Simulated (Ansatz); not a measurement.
Input:

Relaxed BaGaGeH (space group P3m1):

```yaml
crystal:
  lattice:
    - [4.30636, 0.00000, 0.00000]
    - [-2.15318, 3.72942, 0.00000]
    - [0.00000, 0.00000, 5.09325]
  atoms:
    - { symbol: Ba, position: [0.33333, 0.66667, 0.99969] }
    - { symbol: Ga, position: [0.00000, 0.00000, 0.54674] }
    - { symbol: Ge, position: [0.66667, 0.33333, 0.44647] }
    - { symbol: H, position: [0.00000, 0.00000, 0.88699] }
```

In each cell atom 3 (Ge, nearest neighbour Ga at 2.538 Å; its periodic images, 4.3 Å or more away, move with it) moves by s·(1.000, 0.000, 0.000) (along Cartesian x), the rest being held.

These are PBEsol (plane waves to 420 eV, PAW, scalar-relativistic; Ansatz, a quantum-chemistry and plane-wave program) values and carry that method's errors. k mesh 7×7×5 (Γ-centred), Fermi-Dirac smearing 0.05 eV. E stands for the smeared free energy. As the smearing reaches across the gap at some points, energies and forces of such displacements shift with the k mesh and the smearing. BaGaGeH was relaxed with its symmetry unable to fall. ΔE is measured from the undisplaced structure.

The scan covers s from -0.510 to 0.510 Å in 11 points.

### Question
Is this a single well or a double well?

### Answer
A single well with its minimum at or next to zero displacement.

### Question
Is the energy the same for equal positive and negative displacements?

### Answer
Even: the same for both signs. With its periodic images moving along, the atom's site symmetry in this cell is 3m..

### Question
What force acts on the atom along the line at s = -0.510 Å?

### Answer
4.75 eV/Å.

(A displaced cell: forces are minus the slopes of the energy, force constants its curvatures, and phonons follow from these.)
